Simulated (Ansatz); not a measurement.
## A trial form of AlVC4N4

Theory: Ansatz 0.2.0, DFT PBE, scalar-relativistic, plane waves, PAW. Cutoff 420 eV, Gaussian smearing, Γ-centred meshes. Cell and atoms relax first on a coarse mesh and then on a converged one. In between, the cell is made exact in the group found at 0.06 Å. The steps can't lower the symmetry of their start. Collinear spin, starting moments V 2.0 μB; they died out on the coarse mesh, so the last step has no spin.

The cell of AlVC4N4 is invented: two interpenetrating cyanide-bridged diamond nets (P-43m, No. 215). Lengths were set from tabulated atomic sizes, so they are only a guess.

```yaml
crystal:
  lattice:
    - [5.83066, 0.00000, 0.00000]
    - [0.00000, 5.83066, 0.00000]
    - [0.00000, 0.00000, 5.83066]
  atoms:
    - { symbol: Al, position: [0.50000, 0.50000, 0.50000] }
    - { symbol: V, position: [0.00000, 0.00000, 0.00000] }
    - { symbol: C, position: [0.18982, 0.18982, 0.18982] }
    - { symbol: C, position: [0.18982, 0.81018, 0.81018] }
    - { symbol: C, position: [0.81018, 0.18982, 0.81018] }
    - { symbol: C, position: [0.81018, 0.81018, 0.18982] }
    - { symbol: N, position: [0.30567, 0.30567, 0.30567] }
    - { symbol: N, position: [0.30567, 0.69433, 0.69433] }
    - { symbol: N, position: [0.69433, 0.30567, 0.69433] }
    - { symbol: N, position: [0.69433, 0.69433, 0.30567] }
```

Formation energies are uncorrected and refer to the elements' standard structures at the same level (N₂ as a molecule).

Question: Describe the relaxed structure.

Answer: The symmetry stays P-43m (No. 215). The volume per atom shrinks by 2.2 %, from 19.8 to 19.4 Å³. The shortest distance goes from 1.17 Å (C–N) to 1.19 Å (C–N). The energy falls by about 0.07 eV/atom (the start's value is from the coarse mesh). Conventional cell: a = 5.787 Å. Al is surrounded by 4 N at 1.84 Å; around V lie 4 C at 1.99 Å; around C lie 1 N at 1.19 Å and 1 V at 1.99 Å; around N lie 1 C at 1.19 Å and 1 Al at 1.84 Å.

```
CELL_PARAMETERS angstrom
5.78742 0.00000 0.00000
0.00000 5.78742 0.00000
0.00000 0.00000 5.78742
ATOMIC_POSITIONS crystal
Al 0.50000 0.50000 0.50000
V 0.00000 0.00000 0.00000
C 0.19808 0.19808 0.19808
C 0.19808 0.80192 0.80192
C 0.80192 0.19808 0.80192
C 0.80192 0.80192 0.19808
N 0.31652 0.31652 0.31652
N 0.31652 0.68348 0.68348
N 0.68348 0.31652 0.68348
N 0.68348 0.68348 0.31652
```

Question: How does it come out in energy, and is it a metal?

Answer: The formation energy is +0.173 eV/atom and the gap on the 6×6×6 mesh of the 10-atom cell is 0.12 eV.

A positive value: parting into the elements would lower its energy.

The last run used Gaussian smearing of 0.01 eV. Kohn–Sham gaps at this level usually fall short of measured ones. The reference form of C is held partly by dispersion forces, which this level lacks. Trial moments died out on the coarse mesh, so the last step has no spin; another magnetic start might hold. Small gaps are read on the mesh alone, and bands can cross between its points. A structure relaxed within its symmetry needn't be a true minimum. In all, the 3 runs took 94 s on 1 thread of INTEL(R) XEON(R) PLATINUM 8581C CPU @ 2.10GHz (Emerald Rapids), on a shared host.
